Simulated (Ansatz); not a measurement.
Sn: energy along a strain

Sn, I4_1/amd, a = 5.880 Å, c = 3.199 Å (as given, not relaxed at this level: -1.5 GPa). Ansatz: PBEsol, PAW, 420 eV, Γ-centred 16×16×16 mesh on 2 atoms, Gaussian smearing 0.15 eV; no spin polarisation. Cell vectors (Å): -2.940 2.940 1.599; 2.940 -2.940 1.599; 2.940 2.940 -1.599. The cell is strained by x per cent times the pattern (1 1 0 0 0 0) in the order xx yy zz yz xz xy (engineering shears), with fractional coordinates held. y is the free energy over the start, V0 = 27.650 Å³/atom.

| x (%) | y (meV/atom) |
| --- | --- |
| -6.00 | ? |
| -4.50 | 29.53 |
| -3.00 | 7.72 |
| -1.50 | -1.59 |
| 0.00 | 0.00 |
| 1.50 | 11.30 |
| 3.00 | 30.90 |
| 4.50 | 57.44 |
| 5.25 | 72.96 |
| 6.00 | 89.80 |

Fit y = c1 x + c2 x² + c3 x³ to the other rows, get the stiffness along the pattern, and predict the missing energy.

Least squares on the rows shown. y = 4.4427 x + 2.1478 x² − 0.065849 x³. The clamped-ion stiffness p·C·p = 2 × 21.48 eV × 160.2 / 27.650 Å³ = 249 GPa (second derivative at the start, which stands under stress). At x = -6.00 the fit asked for gives 64.89 meV/atom. The run gave 66.10 meV/atom, so the fit is 1.21 meV/atom too low, 1.3 % of the span of the series, against an rms of 0.04 meV/atom on the fitted rows. The row lies outside the fitted range. With a term in x⁴ added, a fit to the same known rows predicts 65.19 meV/atom, which recovers part of the miss; the known rows don't hold the rest.